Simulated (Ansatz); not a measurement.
All numbers below come from Ansatz 0.2.0, DFT PBE, scalar-relativistic, plane waves, PAW. Settings: cutoff 420 eV, Γ-centred meshes spaced at most about 0.3 Å⁻¹, and about 0.25 Å⁻¹ or finer for metals (2π included), Gaussian smearing. No spin polarisation in the final relaxations.

All energies are static (0 K, no zero-point motion).

Two forms of Ta3Cu were relaxed alike.

A.

```yaml
crystal:
  lattice:
    - [-2.00984, 2.00984, 4.20442]
    - [2.00984, -2.00984, 4.20442]
    - [2.00984, 2.00984, -4.20442]
  atoms:
    - { symbol: Ta, position: [0.75000, 0.25000, 0.50000] }
    - { symbol: Ta, position: [0.25000, 0.75000, 0.50000] }
    - { symbol: Ta, position: [0.50000, 0.50000, 0.00000] }
    - { symbol: Cu, position: [0.00000, 0.00000, 0.00000] }
```

B.

```yaml
crystal:
  lattice:
    - [0.00000, 3.23063, 3.23063]
    - [3.23063, 0.00000, 3.23063]
    - [3.23063, 3.23063, 0.00000]
  atoms:
    - { symbol: Ta, position: [0.75000, 0.75000, 0.75000] }
    - { symbol: Ta, position: [0.25000, 0.25000, 0.25000] }
    - { symbol: Ta, position: [0.00000, 0.00000, 0.00000] }
    - { symbol: Cu, position: [0.50000, 0.50000, 0.50000] }
```

Problem. Which form is favoured at zero pressure, and by what margin per atom?

Solution. A is lower, by 28 meV/atom. A has the TiAl3 (D0_22) type, space group I4/mmm (No. 139), 17.0 Å³/atom and no gap on its mesh; B has the BiF3 (D0_3) type, space group Fm-3m (No. 225), 16.9 Å³/atom and no gap. Counting all near atoms (those within 1.25 times the shortest distance at each site; a plus sign parts nearer from farther groups), A has Ta 12, Cu 12 and B has Ta 8+6, Cu 8+6. Even the lower one lies +0.16 eV/atom against the reference forms of the elements (uncorrected), so neither is stable at this level. In A, around Ta on a site of symmetry -4m2 lie 8 Ta at 2.84–2.91 Å and 4 Cu at 2.91 Å; Ta on a site of symmetry 4/mmm is surrounded by 4 Cu at 2.84 Å and 8 Ta at 2.91 Å; Cu is surrounded by 12 Ta at 2.84–2.91 Å. In B, around Ta on a site of symmetry -43m lie 4 Cu at 2.80 Å, 4 Ta at 2.80 Å and 6 Ta at 3.23 Å; Ta on a site of symmetry m-3m has 8 Ta at 2.80 Å and 6 Cu at 3.23 Å; Cu has 8 Ta at 2.80 Å and 6 Ta at 3.23 Å. Origin: A is a Materials Project cell, relaxed; B was invented.

Spin–orbit coupling, which can matter for Ta, is left out. Cells relaxed within their symmetry can be saddle points.
